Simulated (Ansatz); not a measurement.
Ta$_{2}$C in space group P-3m1 (No. 164; Ta on 2d, C on 1a) at seven volumes, the program Ansatz at the LDA level (PAW), shape and atoms relaxed at each. One row is withheld.

```csv
V (Å³/atom),P (GPa)
12.157,32.54
12.558,?
12.958,9.23
13.359,0.00
13.760,-7.87
14.161,-14.53
14.561,-20.15
```

Fit the shown pressures and predict the withheld one.

P = (3/2)B₀(x^(7/2) − x^(5/2))[1 + (3/4)(B′ − 4)(x − 1)] with x = (V₀/V)^(2/3). Least squares on the six rows gives V₀ = 13.359 Å³/atom, B₀ = 282 GPa, B′ = 4.29. At V = 12.558, x = 1.0421 and P = 19.91 GPa. The run itself gave 20.02 GPa.

The first step of the workflow began from a Materials Project structure, measured or hypothetical; the Crystallography Open Database files this formula in space group No. 164, but the cells were not matched. Whether it is the stable phase at ambient conditions was not checked. The LDA relaxation kept the symmetry of its start; of distortions, only those at the zone centre were tested. No spin polarisation was allowed. Spin–orbit coupling is left out wherever it is not named.

Potentials: the later of the program's two PAW sets.
